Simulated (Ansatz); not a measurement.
Relaxed-ion elastic tensor of MgO (rock salt, space group No. 225) in GPa (Voigt order), DFT-PBEsol in the program Ansatz with PAW potentials; density 3.58 g/cm³, 9.36 Å³ per atom.

|  | 1 | 2 | 3 | 4 | 5 | 6 |
|---|---|---|---|---|---|---|
| 1 | 293 | 89.8 | 89.8 | 0.0 | 0.0 | 0.0 |
| 2 | 89.8 | 293 | 89.8 | 0.0 | 0.0 | 0.0 |
| 3 | 89.8 | 89.8 | 293 | 0.0 | 0.0 | 0.0 |
| 4 | 0.0 | 0.0 | 0.0 | 145 | 0.0 | 0.0 |
| 5 | 0.0 | 0.0 | 0.0 | 0.0 | 145 | 0.0 |
| 6 | 0.0 | 0.0 | 0.0 | 0.0 | 0.0 | 145 |

Problem. Is the crystal mechanically stable?

Solution. Yes: the smallest eigenvalue of C is 145 GPa.

Problem. Work out the Voigt, Reuss and Hill averages.

Solution. K_V = 158, K_R = 158, K_H = 158; G_V = 127, G_R = 124, G_H = 126 GPa.

Problem. Give Young's modulus, Poisson's ratio, Pugh's ratio and the universal anisotropy index.

Solution. E = 9KG/(3K + G) = 298 GPa; ν = 0.19; K/G = 1.26 (brittle by the Pugh limit of 1.75); A_U = 5G_V/G_R + K_V/K_R − 6 = 0.15.

Problem. Estimate the sound speeds and the Debye temperature.

Solution. v_l = √((K + 4G/3)/ρ) = 9530 m/s, v_t = √(G/ρ) = 5920 m/s, mean 6530 m/s; Θ = (h/k)(3n/4πV)^(1/3) v_m = 923 K.

Problem. Give the Zener ratio and Young's modulus along [100], [110] and [111].

Solution. A = 2C44/(C11 − C12) = 1.42; 1/E = S11 − 2(S11 − S12 − S44/2)Γ with Γ = 0, 1/4, 1/3 gives 251, 307, 332 GPa.

Problem. Solve the Christoffel equation for the three sound speeds along [100], [110], [111].

Solution. Eigenvalues of C_ijkl n_j n_l equal ρv². In km/s, slowest first: [100] 6.36, 6.36, 9.05; [110] 5.33, 6.36, 9.69; [111] 5.69, 5.69, 9.90.

Space group Fm-3m (rock salt). The cell was relaxed with PBEsol under the symmetry of its start; phonons on a q-mesh show no instability. The volume moved by -16 % from the start of the relaxation.

Potentials: the later of the program's two PAW sets.
